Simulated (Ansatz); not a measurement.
FeS₂:
```
FeS2
1.0
    5.32368     0.00000     0.00000
    0.00000     5.32368     0.00000
    0.00000     0.00000     5.32368
Fe S
4 8
Direct
  0.00000   0.00000   0.00000
  0.50000   0.00000   0.50000
  0.50000   0.50000   0.00000
  0.00000   0.50000   0.50000
  0.38169   0.38169   0.38169
  0.11831   0.61831   0.88169
  0.88169   0.11831   0.61831
  0.61831   0.88169   0.11831
  0.61831   0.61831   0.61831
  0.88169   0.38169   0.11831
  0.11831   0.88169   0.38169
  0.38169   0.11831   0.88169
```

Relaxed with PBEsol.

### Question
Decompose the optical modes at the zone centre into irreducible representations, and say which are infrared and Raman allowed.

### Answer
Point group m-3: Γ_opt = Ag + 2Au + Eg + 2Eu + 3Tg + 5Tu. Infrared: Tu. Raman: Ag, Eg, Tg.

### Question
Assign frequencies (DFPT, plane-wave PAW PBEsol (Ansatz code); without the LO–TO term).

### Answer
Au 222, Tu 223, Eu 251, Tu 306, Au 342, Eg 350, Tg 357, Tu 363, Tu 381, Ag 382, Eu 387, Tg 401, Tu 412, Tg 443 cm⁻¹.

Space group Pa-3. Symmetry was held in the PBEsol relaxation; of distortions, only those at the zone centre were tested. The workflow began spin-polarised and lost its moments.

Potentials: the later of the program's two PAW sets.
